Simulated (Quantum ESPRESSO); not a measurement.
Convergence of NMR parameters in ZrO2

```xyz
3
Lattice="0.0000 2.5451 2.5451 2.5451 0.0000 2.5451 2.5451 2.5451 0.0000" Properties=species:S:1:pos:R:3 pbc="T T T"
Zr     0.0000     0.0000     0.0000
O      1.2725     1.2725     1.2725
O      3.8176     3.8176     3.8176
```
The geometry is a computed Materials Project entry, not a measured one. It is ZrO2 in Fm-3m. Stability against distortions was not tested. The run has no spin polarisation.

Method: σ by GIPAW with PBE in a modified build of Quantum ESPRESSO, on JTH PAW datasets. The cutoff rises from row to row, with the meshes as listed. Costs are rough, from a shared machine. These are absolute shieldings with no macroscopic susceptibility term; δ = σ_ref − σ needs a reference computed alike. Spin–orbit coupling is left out; its weight grows with the heaviest atom, Zr here. Static lattice: thermal averaging is not included.

```
setting  cutoff (Ha)           k-mesh  σ_iso Zr (ppm)  σ_iso O (ppm)  f-sum rule missed by (%)  rough cost ratio
-------  -----------  ---------------  --------------  -------------  ------------------------  ----------------
A               15.5  4×4×4 through Γ          1816.9         -188.2                      0.11           about 1
B               17.5    4×4×4 shifted          1826.2         -202.6                      0.10           about 1
C               22.5    6×6×6 shifted          1819.7         -204.4                      0.00                 5
D               32.5    9×9×9 shifted          1820.2         -204.0                      0.00                20
```

Largest change from the last row but one to the last: σ_iso Zr (ppm) by 0.5.
